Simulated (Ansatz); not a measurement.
**Profile along the Li–Li line in Li (fcc, Cu type)**

Li (fcc, Cu type)

```yaml
crystal:
  lattice:
    - [0.00000, 2.18786, 2.18786]
    - [2.18786, 0.00000, 2.18786]
    - [2.18786, 2.18786, 0.00000]
  atoms:
    - { symbol: Li, position: [0.00000, 0.00000, 0.00000] }
```

Fields along a shortest Li–Li line of a {110} plane (3.09 Å), from Li to Li, interpolated on the slice's grid (step about 0.2 Å). Calculation: r2SCAN (plane waves to 500 eV, PAW, scalar-relativistic; Ansatz, a first-principles code). k mesh 18×18×18. Near the nuclei the fields are pseudised (PAW); where an atom keeps semicore shells as valence, they peak there. Li was relaxed with its symmetry unable to fall. This is one of several known forms of Li; the measured ambient cells at hand have space group No. 229.

```csv
distance from Li (Å),valence electron density (e/Å³),electron localisation function
0.00,9.51,x
0.15,7.88,x
0.31,4.37,x
0.46,1.42,x
0.62,0.25,0.23
0.77,0.07,0.01
0.93,0.05,0.03
1.08,0.05,0.15
1.24,0.05,0.38
1.39,0.05,0.52
1.54,0.05,0.55
1.70,0.05,0.52
1.85,0.05,0.38
2.01,0.05,0.15
2.16,0.05,0.03
2.32,0.07,0.01
2.47,0.25,0.23
2.63,1.42,x
2.78,4.37,x
2.94,7.88,x
3.09,9.51,x
```

x: too close to a nucleus for the ELF to mean much.

Density on the Li–Li line (3.09 Å) at its midpoint: 0.05 e/Å³. ELF at that point: 0.6. ELF maximum in the middle third of the Li–Li line: 0.55, 1.5 Å from Li.
